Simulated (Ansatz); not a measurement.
LiTaO3:
```
LiTaO3
1.0
    2.56994     1.48375     4.59038
   -2.56994     1.48375     4.59038
    0.00000    -2.96751     4.59038
Li Ta O
2 2 6
Direct
  0.70523   0.70523   0.70523
  0.20523   0.20523   0.20523
  0.98836   0.98836   0.98836
  0.48836   0.48836   0.48836
  0.62304   0.87046   0.26262
  0.87046   0.26262   0.62304
  0.26262   0.62304   0.87046
  0.76262   0.37046   0.12304
  0.37046   0.12304   0.76262
  0.12304   0.76262   0.37046
```

Tensor components refer to the Cartesian frame of this cell.

Q: Give the high-frequency dielectric tensor and the Born effective charge tensors of the independent atoms from DFPT, the program Ansatz at the PBEsol level (PAW).

A: 
ε∞:
```
5.06  0.00  0.00
0.00  5.06  0.00
0.00  0.00  5.17
```
Z* of atom 1 (Li), rows: field, columns: displacement, in e:
```
 1.16   0.17   0.00
-0.17   1.16   0.00
 0.00   0.00   1.04
```
Z* of atom 3 (Ta), rows: field, columns: displacement, in e:
```
 7.26  -1.53   0.00
 1.53   7.26   0.00
 0.00   0.00   7.33
```
Z* of atom 5 (O), rows: field, columns: displacement, in e:
```
-1.65  -0.16  -0.10
-0.20  -3.97  -1.86
-0.16  -1.85  -2.79
```

Static charges for comparison (Bader): Li1 +0.90, Ta3 +2.90, O5 -1.26 e. Born charges measure polarisation by displacement and can exceed these by far.

Space group R3c. Symmetry was held in the PBEsol relaxation. The run is not spin-polarised. Scalar-relativistic: spin–orbit coupling is off unless named, which matters more the heavier the elements.

Potentials: the later of the program's two PAW sets.
